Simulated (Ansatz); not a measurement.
## LaAl3As2H6O14: what each run costs

Cell: 26 atoms, space group R-3m, a = 6.840 Å, b = 6.840 Å, c = 6.840 Å, α = 61.86°, β = 61.86°, γ = 61.86°.

All runs are DFT with Ansatz 0.2.0 on 1 thread of Arm Neoverse V2 (aarch64; 8 cores open to the job, memory cap 2.5 GiB, no GPU), a shared host.

Question: Rank the runs by wall time, shortest first.
A. single point, PBE, 420 eV, 4×4×4 k-points, smearing 0.02 eV
B. relaxation of the ions, PBE, 420 eV, 4×4×4 k-points, smearing 0.02 eV
C. single point at relaxed positions, r2SCAN, 500 eV, 4×4×4 k-points, smearing 0.02 eV

Answer: A (28 s, 0.72 GiB), C (61 s, 1.2 GiB), B (1.8 min, 0.7 GiB).
